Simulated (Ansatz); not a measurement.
# Course of a relaxation: YGaF₄

The cell of YGaF₄ is invented: ordered mixture on the cation sites of aluminium diboride (P6/mmm, No. 191) (occupants of the shared sites, in ratio, Ga: 1, Y: 1). Its size is a rough estimate.

```
Y Ga F
1.0
     3.38562    0.00000    0.00000
    -1.69281    2.93204    0.00000
     0.00000    0.00000    7.31295
Y Ga F
1 1 4
Cartesian
  0.0000 0.0000 3.6565
  0.0000 0.0000 0.0000
  0.0000 1.9547 1.8282
  0.0000 1.9547 5.4847
  1.6928 0.9773 1.8282
  1.6928 0.9773 5.4847
```

Level of theory: DFT PBE, scalar-relativistic, plane waves, PAW in Ansatz. Cutoff 420 eV, Gaussian smearing, Γ-centred meshes. Cell and atoms relax first on a coarse mesh and then on a converged one. In between, the cell is made exact in the group found at 0.06 Å. The steps can't lower the symmetry of their start. No spin polarisation in the relaxation; trial moments died out in a coarse test.

Steps on the 6×6×4 mesh (6 atoms, 10 steps). The free energy counts from the last step; the plane-wave basis is renewed at times, which shifts energy and pressure.

```tsv
step	ΔF (meV/atom)	V (Å³/atom)	P (GPa)	largest force component (eV/Å)
1	1273.7	12.10	22.79	2.566
2	625.2	12.69	10.73	2.515
3	236.4	12.76	6.43	1.576
4	83.0	13.32	-3.68	0.745
5	59.0	13.15	-0.49	0.015
6	58.9	13.16	-0.07	0.008
7	11.4	13.16	4.58	0.019
8	2.7	13.53	1.28	0.008
9	2.8	13.72	-0.19	0.006
10	0.0	13.72	-0.06	0.007
```

The relaxed structure, after a last relaxation on the converged mesh:

```
Y Ga F
1.0
     3.88756    0.00000    0.00000
    -1.94378    3.36672    0.00000
     0.00000    0.00000    6.28424
Y Ga F
1 1 4
Direct
  0.00000 0.00000 0.50000
  0.00000 0.00000 0.00000
  0.33333 0.66667 0.30458
  0.33333 0.66667 0.69542
  0.66667 0.33333 0.30458
  0.66667 0.33333 0.69542
```

The symmetry stays P6/mmm (No. 191). The volume per atom grows by 13.3 %, from 12.1 to 13.7 Å³. The shortest distance goes from 1.95 Å (F–F) to 2.24 Å (F–F). The ratio c/a of the conventional cell changes by a factor of 0.75. The energy falls by about 1.3 eV/atom (the start's value is from the coarse mesh). Around Y lie 12 F at 2.56 Å and 2 Ga at 3.14 Å; Ga is surrounded by 12 F at 2.95 Å and 2 Y at 3.14 Å; F has 3 F at 2.24 Å, 1 F at 2.46 Å, 3 Y at 2.56 Å and 3 Ga at 2.95 Å.

```yaml
Volume_per_atom: 13.71 Å³
Density: 4.74 g/cm³
Formation_energy: −2.584 eV/atom
Gap_on_the_12×12×4_mesh_of_the_6-atom_cell: 2.33 eV
```

Energies over the elements count from the elements' standard structures at the same level (F₂ as a molecule), with no fitted energy shifts.

The last run used Gaussian smearing of 0.02 eV. A structure relaxed within its symmetry needn't be a true minimum. In all, the 3 runs took 2 min on 1 thread of Arm Neoverse N1 (shared host).
